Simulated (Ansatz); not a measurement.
Al$_{2}$Cu (Al2Cu type, space group I4/mcm)

```yaml
crystal:
  lattice:
    - [-3.02979, 3.02979, 2.43726]
    - [3.02979, -3.02979, 2.43726]
    - [3.02979, 3.02979, -2.43726]
  atoms:
    - { symbol: Al, position: [0.65828, 0.15828, 0.81655] }
    - { symbol: Al, position: [0.84172, 0.65828, 0.50000] }
    - { symbol: Al, position: [0.15828, 0.34172, 0.50000] }
    - { symbol: Al, position: [0.34172, 0.84172, 0.18345] }
    - { symbol: Cu, position: [0.25000, 0.25000, 0.00000] }
    - { symbol: Cu, position: [0.75000, 0.75000, 0.00000] }
```

In this cell atom 1 (Al, nearest neighbour Cu at 2.587 Å; its periodic images, 4.9 Å or more away, move with it) is moved by s towards the nearest neighbour, unit vector (-0.371, 0.800, -0.471); all other atoms and the cell stay fixed.

These are PBE (plane waves to 420 eV, PAW, scalar-relativistic; Ansatz, a first-principles code) values and carry that method's errors. k mesh 10×10×10 (Γ-centred), Fermi-Dirac smearing 0.05 eV. Energies are smeared free energies. With partly filled bands, energies and forces of such displacements shift with the k mesh and the smearing. Al2Cu is run without spin polarisation. Al2Cu was relaxed with its symmetry unable to fall. The zero of ΔE is the undisplaced structure. The last digit holds for this mesh only.

| s (Å) | ΔE (meV/cell) |
|---|---|
| -0.260 | 174.8 |
| -0.208 | 112.5 |
| -0.156 | 63.9 |
| -0.104 | 28.9 |
| -0.052 | 7.5 |
| 0.000 | 0.0 |
| 0.052 | 7.1 |
| 0.104 | 29.9 |
| 0.156 | withheld |
| 0.208 | 128.2 |
| 0.260 | 207.6 |

Q: Fit a polynomial form (powers 2, 3, 4) to the given rows and predict ΔE at s = 0.156.

A: Least squares on the 10 given rows: ΔE = (2709)·s² + (916.8)·s³ + (1762)·s⁴, in meV/cell with s in Å; root-mean-square residual 0.39 meV/cell. At 0.156 the fit gives 70.5 meV/cell; the calculation gives 69.7 meV/cell, so the interpolation is off by 0.8 (+1.1 %). The quadratic term alone would give 65.9 meV/cell.

(For displaced atoms, the force is minus the slope of the energy, and its curvature is a force constant, which sets phonon frequencies.)
